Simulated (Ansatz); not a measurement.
Os (hcp (Mg type), P6_3/mmc) under volume change, PBE in the plane-wave PAW code Ansatz, shape and atoms relaxed at each volume.

| V (Å³/atom) | E − E(relaxed) (meV/atom) | P (GPa) |
|---|---|---|
| 12.992 | 171.9 | 46.92 |
| 13.420 | … | … |
| 13.848 | … | … |
| 14.276 | 0.0 | 0.00 |
| 14.705 | 15.1 | -10.94 |
| 15.133 | 56.9 | -20.10 |
| 15.561 | 121.2 | -27.77 |

Task: Complete the blanks.

Result: 
- 13.420, E − E(relaxed) (meV/atom): 71.8
- 13.420, P (GPa): 28.51
- 13.848, E − E(relaxed) (meV/atom): 16.9
- 13.848, P (GPa): 13.02

Task: What does a third-order Birch–Murnaghan fit give for V₀, B₀ and B′?

Result: V₀ = 14.28 Å³/atom, B₀ = 397 GPa, B′ = 4.8.

Symmetry was held in the PBE relaxation. No spin polarisation was allowed. Spin–orbit coupling is left out wherever it is not named.

Potentials: the later of the program's two PAW sets.
